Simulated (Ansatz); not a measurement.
The slice is one period of a {110} plane through atoms; its size isn't given.

Level of theory: PBE (plane waves to 420 eV, PAW, scalar-relativistic; Ansatz, a program for electronic structure). Near the nuclei the fields are pseudised (PAW); where an atom keeps semicore shells as valence, they peak there.

```
|1111222222222222222222222222222222222211|
|2222222222222222111111111122222222222222|
|2222222222221111111111111111112222222222|
|2222222222221111000000000011112222222222|
|2222222222111100000000000000111122222222|
|2222222211111100000000000000111111222222|
|2222221111110000000000000000001111112222|
|1111111111110000000000000000001111111111|
|1111111111000000000000000000000011111111|
|1111110000000000000000000000000000001111|
|0000000000000000111111111100000000000000|
|0000000000001111111111111111110000000000|
|0000000000111111222222222211111100000000|
|0000000011112222222222222222221111000000|
|0000001111222222333333333322222211110000|
|0000001111223333334444443333332211110000|
|0000111122333344444444444444333322111100|
|1111112222334444555566555544443322221111|
|1111222233334455667788776655443333222211|
|1122222233444455779999997755444433222222|
|2222223333444466889999998866444433332222|
|2222333333444455779999997755444433333322|
|2233333333444455667788776655444433333333|
|2233333344444444555566555544444444333333|
|2222333333444444444444444444444433333322|
|2222223333333344444444444444333333332222|
|1111223333333333333333333333333333332211|
|1111222233333333222222222233333333222211|
```
Scale: ten equal steps from -1.80 (start of '0') to 1.66 (end of '9'), in the order '0123456789'. Values: log₁₀ of the valence density in e/Å³. The map has 20 points along u (two characters each, u = 0 at the left) and 28 along v (v = 0 in the bottom row). The scale is logarithmic, as a density can span decades between atoms and voids.

```
|xxxxxx  --++++++==========++++++--  xxxx|
|xxxx  ..::------::::::::::------::..  xx|
|......::::::::......  ......::::::::....|
|--------::::..              ..::::------|
|====----::....              ....::----==|
|------::::..                  ..::::----|
|::::::....                      ....::::|
|........                          ......|
|                                        |
|                                        |
|                                        |
|              ....::::::....            |
|            ..::--======--::..          |
|          ..::==++++**++++==::..        |
|        ..--==++**######**++==--..      |
|      ..::==++****######****++==::..    |
|      ::==++******************++==::    |
|    ..--++********++==++********++--..  |
|  ..::==******++==xxxxxx==++******==::..|
|..::==**####**++xxxxxxxxxx++**####**==::|
|::--++######**==xxxxxxxxxx==**######++--|
|--==**%%%%%%##++xxxxxxxxxx++##%%%%%%**==|
|==++##@@@@@@%%**==xxxxxx==**%%@@@@@@##++|
|--==%%@@@@@@%%%%**++==++**%%%%@@@@@@%%==|
|..::**@@@@@@@@%%####**####%%@@@@@@@@**::|
|xxxx--%%@@@@@@%%%%######%%%%@@@@@@%%--xx|
|xxxxxx++%%@@@@%%##########%%@@@@%%++xxxx|
|xxxxxx..++######**********######++..xxxx|
```
Scale: ten equal steps from 0.01 (start of ' ') to 0.92 (end of '@'), in the order ' .:-=+*#%@'. Values: electron localisation function (ELF). The map has 20 points along u (two characters each, u = 0 at the left) and 28 along v (v = 0 in the bottom row). Points within 0.5 Å of a nucleus are blanked (x), as the pseudised field means little there.

Which relaxed crystal do these maps come from?
A) AlAs (zinc blende)
B) GaN (zinc blende)
C) CdTe (zinc blende)
D) CdSe (zinc blende)

A, AlAs (zinc blende). Atoms on the slice: As at (0.50, 0.25); Al at (0.00, 0.00)

All were relaxed with their symmetry unable to fall. Spin-orbit coupling is left out. The PAW data are Ansatz's earlier set.
